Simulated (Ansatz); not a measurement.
Input:

BN:
```cif
data_B6N6
_chemical_formula_sum 'B6 N6'
_space_group_name_H-M_alt 'P63mc'
_space_group_IT_number 186
_space_group_name_Hall 'P 6c -2c'
_cell_length_a 2.56008
_cell_length_b 2.56008
_cell_length_c 12.59485
_cell_angle_alpha 90.000
_cell_angle_beta 90.000
_cell_angle_gamma 120.000
loop_
_atom_site_label
_atom_site_type_symbol
_atom_site_symmetry_multiplicity
_atom_site_Wyckoff_symbol
_atom_site_fract_x
_atom_site_fract_y
_atom_site_fract_z
_atom_site_occupancy
B1 B 2 a 0.00000 0.00000 0.00006 1
B2 B 2 b 0.33333 0.66667 0.33268 1
B3 B 2 b 0.66667 0.33333 0.16656 1
N1 N 2 a 0.00000 0.00000 0.37440 1
N2 N 2 b 0.33333 0.66667 0.20808 1
N3 N 2 b 0.66667 0.33333 0.04191 1
```

This is the PBE-relaxed structure.

**Question.** All from PBE in the plane-wave PAW code Ansatz, unless another level is named. Predict the Debye temperature from the elastic constants.

**Answer.** 1890 K.

**Question.** Predict the highest zone-centre frequency (without LO–TO term).

**Answer.** 154.6 meV.

**Question.** Next, the vibrational entropy at 300 K?

**Answer.** 3.5 J/(K·mol of atoms).

Space group P6_3mc. A made-up cell: these elements were put on the sites of a structure type. Its sites differ from those of the usual phase in this space group: another stacking or structure type. The PBE relaxation kept the symmetry of its start; whether a distortion lowers the energy is not shown.

Potentials: the later of the program's two PAW sets.
